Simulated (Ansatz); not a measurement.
## Vibrational response of GaN at 50 GPa

Method: DFT LDA, scalar-relativistic, plane waves, PAW in Ansatz. Cutoff 420 eV, 10×10×10 k-points (Γ-centred), fixed occupations. No spin polarisation. Phonons by linear response, acoustic sum rule imposed.

The cell, relaxed at 50 GPa:
```
CELL_PARAMETERS angstrom
0.00000 2.10429 2.10429
2.10429 0.00000 2.10429
2.10429 2.10429 0.00000
ATOMIC_POSITIONS crystal
Ga 0.00000 0.00000 0.00000
N 0.75000 0.75000 0.75000
```

Other phases may be more stable at this pressure.

**Question.** Give the high-frequency dielectric tensor ε∞.

**Answer.**
```
5.13 0.00 0.00
0.00 5.13 0.00
0.00 0.00 5.13
```

**Question.** Give the Born effective charges.

**Answer.**
```tsv
atom	Z*xx	Z*yy	Z*zz	mean
Ga (atom 1)	2.55	2.55	2.55	2.55
N (atom 2)	-2.55	-2.55	-2.55	-2.55
```

**Question.** How large is the static dielectric tensor with the ions free to move, and what share of it is ionic?

**Answer.**
```
8.1 0.0 0.0
0.0 8.1 0.0
0.0 0.0 8.1
```
The ions give 36 % of its trace.

This zinc-blende form isn't the usual stable structure of the compound at low pressure.

Cost: 1 run of about 0.67 core-minutes, on Intel Xeon Platinum 8488C (Sapphire Rapids) (shared hosts).